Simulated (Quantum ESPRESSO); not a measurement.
# Ti2YZrO7F: input and log of a self-consistent run

A calculation, not a measurement. The program is pw.x of Quantum ESPRESSO 7.5 (plane-wave density functional theory). The cell is made up: 12 atoms on a fluorite lattice, with randomly drawn elements, strain and displacements, not relaxed. PseudoDojo standard norm-conserving files (v0.5 for PBE, v0.4.1 for LDA and PBEsol) set the functional; there is no spin polarisation, spin-orbit coupling or dispersion term, and the masses in the input are unused placeholders.

Input:

```
&control calculation='scf', pseudo_dir='./dojo.nc.sr.pbe.v0_5.standard.upf', outdir='./o', disk_io='low', tprnfor=.true., tstress=.true. /
&system ibrav=0, nat=12, ntyp=5, nbnd=54, ecutwfc=84.00895049, nosym=.true., tot_charge=0,
 occupations='smearing', smearing='fd', degauss=0.0018374661
/
&electrons conv_thr=7.350e-09, electron_maxstep=60, /
ATOMIC_SPECIES
F 1.0 F.upf
O 1.0 O.upf
Ti 1.0 Ti.upf
Y 1.0 Y.upf
Zr 1.0 Zr.upf
CELL_PARAMETERS angstrom
4.9879 -0.0243 -0.006
-0.0243 4.8608 -0.0143
-0.006 -0.0143 4.914
ATOMIC_POSITIONS angstrom
Ti 0.0124 -0.0064 0.0129
Ti -0.029 2.4211 2.4301
Y 2.4798 0.0029 2.4404
Zr 2.4779 2.3831 0.0128
O 1.2367 1.1787 1.25
F 1.2193 1.1836 3.6983
O 1.2115 3.6561 1.1902
O 1.1985 3.6719 3.6914
O 3.7282 1.1922 1.2504
O 3.7685 1.2164 3.6816
O 3.741 3.6337 1.1985
O 3.7081 3.6582 3.6791
K_POINTS automatic
5 5 5 1 1 1
```

The log is shortened where brackets say so; the opening notice, blank lines, dates and the lines on written files are dropped, and the path of the files is cut. It prints rydbergs, bohrs and kilobars, and counts compression as positive stress. With no partly filled state, the Fermi energy that it prints is only some level between the filled and the empty states on the mesh, and need not lie in the true gap.

```
     Program PWSCF v.7.5
     Parallel version (MPI & OpenMP), running on       4 processor cores
     Number of MPI processes:                 4
     Threads/MPI process:                     1
     [start-up lines left out]
     bravais-lattice index     =            0
     lattice parameter (alat)  =       9.4259  a.u.
     unit-cell volume          =     803.9745 (a.u.)^3
     number of atoms/cell      =           12
     number of atomic types    =            5
     number of electrons       =        96.00
     number of Kohn-Sham states=           54
     kinetic-energy cutoff     =      84.0090  Ry
     charge density cutoff     =     336.0358  Ry
     scf convergence threshold =      7.3E-09
     mixing beta               =       0.7000
     number of iterations used =            8  plain     mixing
     Exchange-correlation= PBE
                           (   1   4   3   4   0   0   0)
     [axes and pseudopotential details left out]
   Cartesian axes
     site n.     atom                  positions (alat units)
         1        Ti     tau(   1) = (   0.0024860  -0.0012831   0.0025862  )
         2        Ti     tau(   2) = (  -0.0058140   0.4853885   0.4871929  )
         3        Y      tau(   3) = (   0.4971569   0.0005814   0.4892579  )
         4        Zr     tau(   4) = (   0.4967760   0.4777702   0.0025662  )
         5        O      tau(   5) = (   0.2479369   0.2363089   0.2506033  )
         6        F      tau(   6) = (   0.2444485   0.2372913   0.7414450  )
         7        O      tau(   7) = (   0.2428847   0.7329846   0.2386144  )
         8        O      tau(   8) = (   0.2402785   0.7361522   0.7400617  )
         9        O      tau(   9) = (   0.7474394   0.2390154   0.2506835  )
        10        O      tau(  10) = (   0.7555189   0.2438671   0.7380969  )
        11        O      tau(  11) = (   0.7500056   0.7284938   0.2402785  )
        12        O      tau(  12) = (   0.7434097   0.7334056   0.7375957  )
     number of k points=    63  Fermi-Dirac smearing, width (Ry)=  0.0018
                       cart. coord. in units 2pi/alat
        k(    1) = (   0.1006277   0.1034190   0.1019290), wk =   0.0320000
        k(    2) = (   0.1008748   0.1040175   0.3049413), wk =   0.0320000
     [further k points left out]
     Dense  grid:    83613 G-vectors     FFT dimensions: (  60,  54,  60)
     Estimated max dynamical RAM per process >     275.32 MB
     Estimated total dynamical RAM >       1.02 GB
     Initial potential from superposition of free atoms
     starting charge      95.9900, renormalised to      96.0000
     Starting wfcs are   72 randomized atomic wfcs
     total cpu time spent up to now is        5.6 secs
     per-process dynamical memory:   220.4 Mb
     Self-consistent Calculation
     iteration #  1     ecut=    84.01 Ry     beta= 0.70
     Davidson diagonalization with overlap
     ethr =  1.00E-02,  avg # of iterations =  2.0
     total cpu time spent up to now is       14.3 secs
     total energy              =    -699.40721404 Ry
     estimated scf accuracy    <       5.56872604 Ry
     iteration #  2     ecut=    84.01 Ry     beta= 0.70
     Davidson diagonalization with overlap
     ethr =  5.80E-03,  avg # of iterations =  7.9
     total cpu time spent up to now is       31.3 secs
     total energy              =    -691.53805957 Ry
     estimated scf accuracy    <      86.04307749 Ry
     iteration #  3     ecut=    84.01 Ry     beta= 0.70
     Davidson diagonalization with overlap
     ethr =  5.80E-03,  avg # of iterations =  6.8
     total cpu time spent up to now is       46.4 secs
     total energy              =    -702.30255429 Ry
     estimated scf accuracy    <       3.03414613 Ry
     iteration #  4     ecut=    84.01 Ry     beta= 0.70
     Davidson diagonalization with overlap
     ethr =  3.16E-03,  avg # of iterations =  2.0
     total cpu time spent up to now is       56.2 secs
     total energy              =    -702.45248350 Ry
     estimated scf accuracy    <       1.27385108 Ry
     iteration #  5     ecut=    84.01 Ry     beta= 0.70
     Davidson diagonalization with overlap
     ethr =  1.33E-03,  avg # of iterations =  1.6
     total cpu time spent up to now is       65.3 secs
     total energy              =    -702.30167265 Ry
     estimated scf accuracy    <       0.85166847 Ry
     [iterations 6 to 14 left out]
     iteration # 15     ecut=    84.01 Ry     beta= 0.70
     Davidson diagonalization with overlap
     ethr =  2.88E-07,  avg # of iterations =  6.6
     total cpu time spent up to now is      185.2 secs
     total energy              =    -702.36002914 Ry
     estimated scf accuracy    <       0.00000967 Ry
     iteration # 16     ecut=    84.01 Ry     beta= 0.70
     Davidson diagonalization with overlap
     ethr =  1.01E-08,  avg # of iterations =  4.2
     total cpu time spent up to now is      198.4 secs
     total energy              =    -702.36003207 Ry
     estimated scf accuracy    <       0.00000123 Ry
     iteration # 17     ecut=    84.01 Ry     beta= 0.70
     Davidson diagonalization with overlap
     ethr =  1.29E-09,  avg # of iterations =  5.7
     total cpu time spent up to now is      210.8 secs
     total energy              =    -702.36003254 Ry
     estimated scf accuracy    <       0.00000038 Ry
     iteration # 18     ecut=    84.01 Ry     beta= 0.70
     Davidson diagonalization with overlap
     ethr =  3.95E-10,  avg # of iterations =  3.3
     total cpu time spent up to now is      220.2 secs
     total energy              =    -702.36003260 Ry
     estimated scf accuracy    <       0.00000002 Ry
     iteration # 19     ecut=    84.01 Ry     beta= 0.70
     Davidson diagonalization with overlap
     ethr =  2.48E-11,  avg # of iterations =  6.2
     total cpu time spent up to now is      233.8 secs
     End of self-consistent calculation
          k = 0.1006 0.1034 0.1019 ( 10472 PWs)   bands (ev):
   -45.4799 -45.4021 -35.7781 -26.5290 -21.7910 -21.6908 -21.6486 -21.6236
   -21.5467 -21.5239 -14.6478 -14.0377 -13.9938 -12.4719  -7.9934  -7.9360
    -7.5074  -5.7764  -4.6924  -4.5395  -3.9880  -3.4608  -3.2874  -3.2052
     4.4425   4.6785   5.0237   6.3967   6.5932   6.8827   7.5168   7.7941
     8.1410   8.3063   8.8879   8.9673   9.6507   9.7851  10.0913  10.5400
    10.7505  11.0070  11.3106  11.4923  11.5584  11.9016  12.1127  12.2425
    13.8781  13.9216  14.1701  14.3621  15.2089  15.6734
     [levels at the other k points left out]
     the Fermi energy is    13.1798 ev
!    total energy              =    -702.36003261 Ry
     estimated scf accuracy    <          7.2E-09 Ry
     smearing contrib. (-TS)   =      -0.00000000 Ry
     internal energy E=F+TS    =    -702.36003261 Ry
     The total energy is F=E-TS. E is the sum of the following terms:
     one-electron contribution =    -134.75706405 Ry
     hartree contribution      =     128.82301905 Ry
     xc contribution           =    -141.49761596 Ry
     ewald contribution        =    -554.92837164 Ry
     convergence has been achieved in  19 iterations
     Forces acting on atoms (cartesian axes, Ry/au):
     atom    1 type  3   force =    -0.07262842   -0.10140958    0.04911005
     atom    2 type  3   force =    -0.08165314    0.07831102   -0.05502813
     atom    3 type  4   force =     0.05466775   -0.06955483    0.00135850
     atom    4 type  5   force =     0.07241004    0.09172527    0.03974295
     atom    5 type  2   force =    -0.09871703    0.07176146   -0.05456516
     atom    6 type  1   force =    -0.04716140    0.03733134    0.01758204
     atom    7 type  2   force =    -0.07530896   -0.05582986   -0.02641907
     atom    8 type  2   force =    -0.07554455   -0.06291337    0.02967122
     atom    9 type  2   force =     0.09205574    0.05643479   -0.05190798
     atom   10 type  2   force =     0.07893526    0.04021613    0.03633198
     atom   11 type  2   force =     0.07646914   -0.04102991   -0.02155011
     atom   12 type  2   force =     0.07647557   -0.04504246    0.03567371
     Total force =     0.373311     Total SCF correction =     0.000242
     Computing stress (Cartesian axis) and pressure
          total   stress  (Ry/bohr**3)                   (kbar)     P=      218.60
   0.00109012   0.00007795   0.00007402          160.36       11.47       10.89
   0.00007795   0.00179488  -0.00016652           11.47      264.04      -24.50
   0.00007402  -0.00016652   0.00157306           10.89      -24.50      231.41
     init_run     :      4.85s CPU      5.10s WALL (       1 calls)
     electrons    :    226.78s CPU    228.22s WALL (       1 calls)
     forces       :      1.89s CPU      1.90s WALL (       1 calls)
     stress       :      6.63s CPU      6.65s WALL (       1 calls)
     [timing details left out]
     PWSCF        :   4m 0.81s CPU   4m 2.57s WALL
     JOB DONE.
```

In other units: free energy -9556.095 eV for the cell, pressure 21.86 GPa, largest force component 2.607 eV/Å. A rerun of this cell at a cutoff of 1467 eV and k mesh 7 x 7 x 7 moved values by no more than 0.003 eV in energy, 0.05 GPa in stress and 0.003 eV/Å in force.